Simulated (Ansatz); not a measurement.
Consider the following.

Si:
```yaml
crystal:
  lattice:
    - [0.00000, 7.37222, 7.37222]
    - [7.37222, 0.00000, 7.37222]
    - [7.37222, 7.37222, 0.00000]
  atoms:
    - { symbol: Si, position: [0.50000, 0.50000, 0.50000] }
    - { symbol: Si, position: [0.75000, 0.75000, 0.75000] }
    - { symbol: Si, position: [0.38968, 0.38968, 0.38968] }
    - { symbol: Si, position: [0.41903, 0.86032, 0.86032] }
    - { symbol: Si, position: [0.38968, 0.38968, 0.83097] }
    - { symbol: Si, position: [0.86032, 0.41903, 0.86032] }
    - { symbol: Si, position: [0.83097, 0.38968, 0.38968] }
    - { symbol: Si, position: [0.86032, 0.86032, 0.86032] }
    - { symbol: Si, position: [0.38968, 0.83097, 0.38968] }
    - { symbol: Si, position: [0.86032, 0.86032, 0.41903] }
    - { symbol: Si, position: [0.36445, 0.75289, 0.75289] }
    - { symbol: Si, position: [0.12022, 0.49711, 0.88555] }
    - { symbol: Si, position: [0.75289, 0.36445, 0.12978] }
    - { symbol: Si, position: [0.49711, 0.12022, 0.49711] }
    - { symbol: Si, position: [0.12978, 0.75289, 0.75289] }
    - { symbol: Si, position: [0.49711, 0.88555, 0.49711] }
    - { symbol: Si, position: [0.75289, 0.12978, 0.36445] }
    - { symbol: Si, position: [0.88555, 0.49711, 0.12022] }
    - { symbol: Si, position: [0.75289, 0.36445, 0.75289] }
    - { symbol: Si, position: [0.88555, 0.12022, 0.49711] }
    - { symbol: Si, position: [0.12978, 0.75289, 0.36445] }
    - { symbol: Si, position: [0.49711, 0.49711, 0.12022] }
    - { symbol: Si, position: [0.75289, 0.12978, 0.75289] }
    - { symbol: Si, position: [0.49711, 0.49711, 0.88555] }
    - { symbol: Si, position: [0.36445, 0.75289, 0.12978] }
    - { symbol: Si, position: [0.12022, 0.88555, 0.49711] }
    - { symbol: Si, position: [0.75289, 0.75289, 0.36445] }
    - { symbol: Si, position: [0.49711, 0.88555, 0.12022] }
    - { symbol: Si, position: [0.36445, 0.12978, 0.75289] }
    - { symbol: Si, position: [0.12022, 0.49711, 0.49711] }
    - { symbol: Si, position: [0.75289, 0.75289, 0.12978] }
    - { symbol: Si, position: [0.88555, 0.49711, 0.49711] }
    - { symbol: Si, position: [0.12978, 0.36445, 0.75289] }
    - { symbol: Si, position: [0.49711, 0.12022, 0.88555] }
```

This is the PBE-relaxed structure.

Problem. All from PBE in the plane-wave PAW code Ansatz, unless another level is named. Estimate the electron effective mass.

Solution. 0.30, 0.54, 0.54 mₑ (principal values).

Problem. Give the smallest direct gap on the standard path.

Solution. 0.85 eV.

Problem. And the hole effective mass, band 2 of 3 at the edge?

Solution. 0.22 along [100], 0.33 along [110], 0.28 along [111] (mₑ).

Space group Fd-3m. The first step of the workflow began from a Materials Project structure, measured or hypothetical. Its sites differ from those of the usual phase in this space group: another stacking or structure type. The PBE relaxation kept the symmetry of its start; whether a distortion lowers the energy is not shown.

Potentials: the later of the program's two PAW sets.
